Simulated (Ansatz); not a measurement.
## BC$_{7}$: symmetry broken, then relaxed

Theory: DFT PBEsol, scalar-relativistic, plane waves, PAW in Ansatz. The runs took a 420 eV cutoff, a Γ-centred 10×10×10 mesh and Gaussian smearing (0.15 eV). No spin polarisation. Energies are free energies at this smearing, counted from the undisturbed cell; pressure is positive in compression.

Zero of the scan (relaxed at this level; it needn't be the usual structure):

```
B C
1.0
     3.60096    0.00000    0.00000
     0.00000    3.60096    0.00000
     0.00000    0.00000    3.60096
B C
1 7
Direct
  0.00000 0.00000 0.00000
  0.00000 0.50000 0.50000
  0.50000 0.50000 0.00000
  0.50000 0.00000 0.50000
  0.74504 0.74504 0.25496
  0.74504 0.25496 0.74504
  0.25496 0.74504 0.74504
  0.25496 0.25496 0.25496
```

The atoms are displaced (Å, in the unstrained cell):

```csv
atom,ux,uy,uz
B1,0.003,-0.157,0.211
C2,-0.157,-0.086,0.217
C3,0.020,0.107,0.107
C4,0.128,0.065,-0.155
C5,-0.108,-0.391,-0.140
C6,0.149,0.222,0.059
C7,0.061,0.260,-0.239
C8,-0.096,-0.018,-0.059
```

Cell and atoms are then relaxed.

Does the relaxation return to the undisturbed structure?

Yes (up to a choice of domain or origin): same space group and volume, and an energy 0.0 meV/atom from it. The disturbance itself cost 1896.1 meV/atom. The final space group reads P-43m (tolerance 0.05 Å) and the volume changes by 0.01 %.

Final structure:

```xyz
8
Lattice="3.6011 0.0000 0.0000 0.0000 3.6011 0.0000 0.0000 0.0000 3.6011" Properties=species:S:1:pos:R:3 pbc="T T T"
B     3.6011    3.6011    3.6011
C     0.0000    1.8005    1.8006
C     1.8006    1.8006    3.6011
C     1.8006    0.0000    1.8005
C     2.6829    2.6829    0.9182
C     2.6829    0.9182    2.6829
C     0.9182    2.6829    2.6830
C     0.9182    0.9182    0.9182
```

The relaxation, step by step (energy from the first step; small jumps at an unchanged geometry come where the plane waves are selected anew for the new cell):

| step | ΔE (meV/atom) | largest force component (eV/Å) | pressure (GPa) |
| --- | --- | --- | --- |
| 1 | 0.0 | 25.458 | 78.36 |
| 2 | -1474.1 | 7.631 | -4.77 |
| 3 | -1815.7 | 3.423 | 9.91 |
| 4 | -1894.8 | 0.396 | 0.29 |
| 5 | -1896.1 | 0.063 | -0.19 |
| 6 | -1896.1 | 0.001 | -0.02 |
| 7 | -1896.1 | 0.001 | -0.05 |

Cost: 3 runs of about 7.3 core-minutes in all, on Intel Xeon Platinum 8375C (Ice Lake) (shared hosts).